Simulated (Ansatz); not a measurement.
GaSiSnN:
Space group R3m, hexagonal axes (No. 160); a = b = 3.802 Å, c = 18.708 Å, α = β = 90.00°, γ = 120.00°

| atom | site | symmetry | x | y | z |
|---|---|---|---|---|---|
| Ga | 3a | 3m | 0.0000 | 0.0000 | 0.0115 |
| N | 3a | 3m | 0.0000 | 0.0000 | 0.1194 |
| Sn | 3a | 3m | 0.0000 | 0.0000 | 0.4895 |
| Si | 3a | 3m | 0.0000 | 0.0000 | 0.6295 |
(The calculation used a cell of 4 atoms; values per cell refer to that cell.)

Relaxed at zero pressure with PBE in the plane-wave PAW code Ansatz.

Question: The volume is lowered by 6 % and shape and atoms relax at that volume. What pressure results, and how do the axes share the change?

Answer: 5.3 GPa; a -2.2 %, b -2.2 %, c -1.8 %; the energy rises by 18 meV/atom.

Question: Give the new structure.

Answer: 
Space group R3m, hexagonal axes (No. 160); a = b = 3.7194 Å, c = 18.3709 Å, α = β = 90.00°, γ = 120.00°

```csv
atom,site,symmetry,x,y,z
Ga,3a,3m,0.0000,0.0000,0.9885
N,3a,3m,0.0000,0.0000,0.8800
Sn,3a,3m,0.0000,0.0000,0.5103
Si,3a,3m,0.0000,0.0000,0.3712
```

The phase is kept; no other phase was compared at this pressure.

The start of the workflow was typed in or built on a structure type; neither database checked (COD, Materials Project) lists it. Its standing as an ambient phase is unchecked. The PBE relaxation kept the symmetry of its start; whether a distortion lowers the energy is not shown. Its formation energy is positive at this level, so the cell may be metastable or incomplete. Scalar-relativistic: spin–orbit coupling is off unless named, which matters more the heavier the elements.

Potentials: the earlier of the program's two PAW sets.
